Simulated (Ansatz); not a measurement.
**Lu vacancy in LuNi4Au**

All numbers are calculated (r2SCAN, collinear spin, no spin-orbit coupling; Ansatz, PAW set soft_2, 500 eV, k-mesh 3×3×3), not measured.

The relaxed host crystal (no gap at this level of theory):

```
CELL_PARAMETERS angstrom
0.00000 3.42780 3.42780
3.42780 0.00000 3.42780
3.42780 3.42780 0.00000
ATOMIC_POSITIONS crystal
Au 0.25000 0.25000 0.25000
Lu 0.00000 0.00000 0.00000
Ni 0.62423 0.12730 0.62423
Ni 0.62423 0.62423 0.12730
Ni 0.62423 0.62423 0.62423
Ni 0.12730 0.62423 0.62423
```

Supercell of 24 atoms, rows of the matrix [[-1,1,1],[-1,1,-1],[-1,-1,1]] times the cell vectors; Lu vacancy at (0.000, 0.000, 0.000) in fractions of the cell above. Atoms are relaxed at the host's cell. The cell loses 1 of its 4 Lu, so this is a heavily defective crystal.

Task: How does the lattice relax around the defect?

Result: Distances from the empty Lu site (Å), by shell of the perfect crystal:

```
shell  perfect crystal  relaxed, charge 0
12 Ni             2.84               2.82
 4 Au             2.97               2.86
```

```
charge  moment of the cell (μB)  gap of the cell on the mesh (eV)
     0                     6.70                              0.00
```

At charge 0 the unpaired electrons sit on atoms with moments (μB): 16 Ni of 0.43 to 0.51.

Formation energy of the neutral defect: 5.11 eV, taking atoms from and to the elements' standard states (no corrections for gases), so it belongs to those chemical potentials alone.

Relaxed cell at charge 0:

```
LuNi4Au V_Lu charge 0
1.0
     6.8556    0.0000    0.0000
     0.0000   -6.8556    0.0000
     0.0000    0.0000   -6.8556
Au Lu Ni
4 3 16
Direct
  0.2590 0.2590 0.2410
  0.7410 0.7410 0.2410
  0.7410 0.2590 0.7590
  0.2590 0.7410 0.7590
  0.0000 0.0000 0.0000
  0.0000 0.5000 0.5000
  0.5000 0.0000 0.5000
  0.3765 0.8725 0.1235
  0.8725 0.3765 0.1235
  0.8753 0.8753 0.6247
  0.3765 0.3765 0.6275
  0.3765 0.1275 0.8765
  0.8725 0.6235 0.8765
  0.8753 0.1247 0.3753
  0.3765 0.6235 0.3725
  0.6235 0.8725 0.8765
  0.1275 0.3765 0.8765
  0.1247 0.8753 0.3753
  0.6235 0.3765 0.3725
  0.6235 0.1275 0.1235
  0.1275 0.6235 0.1235
  0.1247 0.1247 0.6247
  0.6235 0.6235 0.6275
```

Caveats: small supercell, so energies and levels can be off by tenths of an eV; the atoms kept the symmetry of the start, so a distorted state could lie lower.
